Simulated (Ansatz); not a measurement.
VSi₂:
```
VSi2
1.0
    4.52222     0.00000     0.00000
   -2.26111     3.91635     0.00000
    0.00000     0.00000     6.32165
V Si
3 6
Direct
  0.00000   0.50000   0.33333
  0.50000   0.00000   0.00000
  0.50000   0.50000   0.66667
  0.83688   0.67377   0.00000
  0.16312   0.83688   0.66667
  0.32623   0.16312   0.33333
  0.16312   0.32623   0.00000
  0.83688   0.16312   0.66667
  0.67377   0.83688   0.33333
```

Relaxed with PBEsol. Special points in fractions of this cell's reciprocal vectors: Γ (0.000, 0.000, 0.000); M (0.500, 0.000, 0.000); K (0.333, 0.333, 0.000); A (0.000, 0.000, 0.500); L (0.500, 0.000, 0.500); H (0.333, 0.333, 0.500).

### Question
List the band energies nearest the Fermi level at these points for the program Ansatz at the PBEsol level (PAW).

### Answer
In eV from the Fermi level; about four levels below and three above (degenerate sets whole), none deeper than 8.9 eV; points with the same levels are listed once.

```tsv
k	below	above
Γ	-2.17 -2.17 -1.87 -1.87 -1.75	0.35 2.17 2.51 2.51
M	-1.42 -0.73 -0.61 -0.13	0.06 0.43 1.07
K	-1.40 -1.40 -1.36 -1.36 -1.19	0.15 0.15 0.30
A	-1.99 -1.99 -1.91 -1.91 -1.66	0.55 0.55 2.18
L	-1.44 -1.29 -0.48 -0.04	0.85 1.31 1.79
H	-0.46 -0.46 -0.10 -0.10	0.54 1.35 1.88 1.88
```

Space group P6_422. The first step of the workflow began from a Materials Project structure, measured or hypothetical; the Crystallography Open Database files this formula in space group No. 181, but the cells were not matched. Its standing as an ambient phase is unchecked. Symmetry was held in the PBEsol relaxation; its stability against distortions is not shown here. The workflow began spin-polarised and lost its moments.

Potentials: the later of the program's two PAW sets.
